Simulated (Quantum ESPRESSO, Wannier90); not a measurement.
PbS (Cmcm): Wannier90 run

Materials Project entry mp-1018115; symmetrised, unrelaxed at this level. Not found in the COD (Crystallography Open Database) copy used, which has the formula in other groups; not checked further. Method: PBEsol plane waves in Quantum ESPRESSO 7.5 (PseudoDojo norm-conserving files, 50 Ry, no spin polarisation, no spin-orbit coupling), Bloch states on a 8×8×8 mesh through Γ, Wannier90 4.0.1. Density: 8×8×8 mesh, cold smearing 0.01 Ry. Spin-orbit coupling is left out although heavy elements are present.

```
begin unit_cell_cart
ang
    4.1599100000    0.0000000000    0.0000000000
    0.0000000000    0.0000000000   -4.2793200000
   -2.0799550000    5.9912950000    0.0000000000
end unit_cell_cart
mp_grid = 8 8 8
```

Which shells of neighbouring k-points and which b-vectors and weights does Wannier90 pick for this cell and mesh?


```
 *---------------------------------- K-MESH ----------------------------------*
 +----------------------------------------------------------------------------+
 |                    Distance to Nearest-Neighbour Shells                    |
 |                    ------------------------------------                    |
 |          Shell             Distance (Ang^-1)          Multiplicity         |
 |          -----             -----------------          ------------         |
 |             1                   0.131090                      2            |
 |             2                   0.183533                      2            |
 |             3                   0.199856                      4            |
 |             4                   0.225542                      4            |
 |             5                   0.262180                      2            |
 |             6                   0.271342                      8            |
 |             7                   0.272601                      4            |
 |             8                   0.320036                      4            |
       ... (lines left out)
 +----------------------------------------------------------------------------+
 | The b-vectors are chosen automatically                                     |
 | The following shells are used:                       1,  2,  3             |
 +----------------------------------------------------------------------------+
 |                        Shell   # Nearest-Neighbours                        |
 |                        -----   --------------------                        |
 |                          1               2                                 |
 |                          2               2                                 |
 |                          3               4                                 |
 +----------------------------------------------------------------------------+
 | Completeness relation is fully satisfied [Eq. (B1), PRB 56, 12847 (1997)]  |
 +----------------------------------------------------------------------------+
 |                  b_k Vectors (Ang^-1) and Weights (Ang^2)                  |
 |                  ----------------------------------------                  |
 |            No.         b_k(x)      b_k(y)      b_k(z)        w_b           |
 |            ---        --------------------------------     --------        |
 |             1         0.000000    0.131090    0.000000    25.589194        |
 |             2         0.000000   -0.131090    0.000000    25.589194        |
 |             3         0.000000    0.000000   -0.183533    14.843618        |
 |             4         0.000000    0.000000    0.183533    14.843618        |
 |             5         0.188802    0.065545    0.000000     7.013392        |
 |             6         0.188802   -0.065545    0.000000     7.013392        |
 |             7        -0.188802   -0.065545    0.000000     7.013392        |
 |             8        -0.188802    0.065545    0.000000     7.013392        |
```
